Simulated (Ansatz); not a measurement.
Given:

Mg2C:
```yaml
crystal:
  lattice:
    - [0.00000, 2.71170, 2.71170]
    - [2.71170, 0.00000, 2.71170]
    - [2.71170, 2.71170, 0.00000]
  atoms:
    - { symbol: C, position: [0.00000, 0.00000, 0.00000] }
    - { symbol: Mg, position: [0.25000, 0.25000, 0.25000] }
    - { symbol: Mg, position: [0.75000, 0.75000, 0.75000] }
```

This is the PBEsol-relaxed structure.

Q: All from PBEsol in the plane-wave PAW code Ansatz, unless another level is named. Estimate the bulk modulus (Birch–Murnaghan fit).

A: 94.5 GPa.

Q: Next, the vibrational entropy at 300 K?

A: 18.2 J/(K·mol of atoms).

Q: What about the highest zone-centre frequency (without LO–TO term)?

A: 404 cm⁻¹.

Space group Fm-3m (anti-fluorite). A made-up cell: these elements were put on the sites of a structure type; neither database checked (COD, Materials Project) lists it. Whether it is the stable phase at ambient conditions was not checked. The cell was relaxed with PBEsol under the symmetry of its start; phonons on a q-mesh show no instability.

Potentials: the later of the program's two PAW sets.
